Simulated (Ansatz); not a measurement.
## Lattice vibrations of Cu$_{5}$SnO$_{2}$ at Γ

Computed with Ansatz, DFT PBE, scalar-relativistic, plane waves, PAW. Settings: 420 eV plane-wave cutoff, Γ-centred 12×12×4 mesh, Gaussian smearing of 0.10 eV. No spin polarisation. Phonons by linear response, acoustic sum rule imposed.

Relaxed structure:
```xyz
8
Lattice="3.1207 0.0000 0.0000 -1.5603 2.7026 0.0000 0.0000 0.0000 13.3771" Properties=species:S:1:pos:R:3 pbc="T T T"
Cu    1.5603    0.9009   10.0708
Cu    0.0000    1.8017    3.3062
Cu    1.5603    0.9009    4.9863
Cu    0.0000    0.0000    6.6885
Cu    0.0000    1.8017    8.3908
Sn    0.0000    0.0000    0.0000
O     1.5603    0.9009   12.2265
O     0.0000    1.8017    1.1505
```

It was reached by relaxing an invented guess, and it needn't be the stable form of this composition. In a metal, frequencies depend on the k mesh and the smearing, soft modes most. Spin–orbit coupling is left out, which matters for heavy elements.

Optical modes at Γ:
```
frequency (meV)  degeneracy
            5.5           2
            8.2           2
           11.5           1
           13.3           1
           13.5           2
           18.0           2
           20.6           2
           20.7           1
           25.8           1
           28.5           1
           42.5           2
           44.9           2
           46.3           1
           53.6           1
```

All 21 optical modes at Γ are real: no displacement of atoms at fixed cell lowers the energy to second order. Strains and modes at other wave vectors aren't tested by this run.
